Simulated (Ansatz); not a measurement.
RbCl:
```xyz
2
Lattice="0.0000 3.2714 3.2714 3.2714 0.0000 3.2714 3.2714 3.2714 0.0000" Properties=species:S:1:pos:R:3 pbc="T T T"
Rb     0.0000     0.0000     0.0000
Cl     3.2714     3.2714     3.2714
```

Relaxed with PBEsol.

Task: Which orbitals make up the states near the band edges in plane-wave PAW PBEsol (Ansatz code)?

Result: Top 1 eV of the valence band: Cl 3p 95 %. Bottom 1 eV of the conduction band: Rb 5s 77 %, Cl 3s 13 %. Projections are on Löwdin-orthogonalised atomic valence shells; empty p or d shells of many metals are not among them.

Task: Tabulate the density of states.

Result: States/eV per cell of 2 atoms, in 0.25 eV bins, energy from the valence-band maximum.

```tsv
E (eV)	total	Cl 3p	Rb 4p	Rb 5s
-7.85	16.34	0.11	16.02	0.03
-7.60	0.00	0.00	0.00	0.00
-7.35	0.00	0.00	0.00	0.00
-7.10	0.00	0.00	0.00	0.00
-6.85	0.00	0.00	0.00	0.00
-6.60	0.00	0.00	0.00	0.00
-6.35	0.00	0.00	0.00	0.00
-6.10	0.00	0.00	0.00	0.00
-5.85	0.00	0.00	0.00	0.00
-5.60	0.00	0.00	0.00	0.00
-5.35	0.00	0.00	0.00	0.00
-5.10	0.00	0.00	0.00	0.00
-4.85	0.00	0.00	0.00	0.00
-4.60	0.00	0.00	0.00	0.00
-4.35	0.00	0.00	0.00	0.00
-4.10	0.00	0.00	0.00	0.00
-3.85	0.00	0.00	0.00	0.00
-3.60	0.00	0.00	0.00	0.00
-3.35	0.00	0.00	0.00	0.00
-3.10	0.00	0.00	0.00	0.00
-2.85	0.00	0.00	0.00	0.00
-2.60	0.00	0.00	0.00	0.00
-2.35	0.00	0.00	0.00	0.00
-2.10	0.00	0.00	0.00	0.00
-1.85	0.00	0.00	0.00	0.00
-1.60	0.00	0.00	0.00	0.00
-1.35	0.00	0.00	0.00	0.00
-1.10	0.00	0.00	0.00	0.00
-0.85	1.10	0.96	0.01	0.12
-0.60	5.16	4.69	0.05	0.35
-0.35	10.73	10.39	0.14	0.06
-0.10	7.02	6.85	0.10	0.00
0.15	0.00	0.00	0.00	0.00
0.40	0.00	0.00	0.00	0.00
0.65	0.00	0.00	0.00	0.00
0.90	0.00	0.00	0.00	0.00
1.15	0.00	0.00	0.00	0.00
1.40	0.00	0.00	0.00	0.00
1.65	0.00	0.00	0.00	0.00
1.90	0.00	0.00	0.00	0.00
2.15	0.00	0.00	0.00	0.00
2.40	0.00	0.00	0.00	0.00
2.65	0.00	0.00	0.00	0.00
2.90	0.00	0.00	0.00	0.00
3.15	0.00	0.00	0.00	0.00
3.40	0.00	0.00	0.00	0.00
3.65	0.00	0.00	0.00	0.00
3.90	0.00	0.00	0.00	0.00
4.15	0.00	0.00	0.00	0.00
4.40	0.00	0.00	0.00	0.00
4.65	0.00	0.00	0.00	0.00
4.90	0.00	0.00	0.00	0.00
5.15	0.06	0.00	0.00	0.05
5.40	0.11	0.00	0.00	0.09
5.65	0.16	0.01	0.00	0.12
5.90	0.21	0.01	0.00	0.16
6.15	0.42	0.02	0.00	0.21
6.40	0.84	0.03	0.01	0.28
6.65	1.12	0.03	0.01	0.35
6.90	1.46	0.04	0.01	0.40
7.15	1.97	0.05	0.01	0.54
7.40	3.40	0.09	0.01	0.87
7.65	2.68	0.08	0.01	0.74
7.90	2.39	0.11	0.00	0.98
8.15	1.06	0.02	0.00	0.38
8.40	0.77	0.01	0.00	0.18
8.65	0.55	0.00	0.00	0.02
8.90	0.83	0.00	0.00	0.02
9.15	1.86	0.01	0.00	0.16
9.40	3.38	0.01	0.00	0.19
9.65	4.25	0.02	0.00	0.14
```

Space group Fm-3m (rock salt). The cell was relaxed with PBEsol under the symmetry of its start. Scalar-relativistic: spin–orbit coupling is off unless named, which matters more the heavier the elements.

Potentials: the later of the program's two PAW sets.
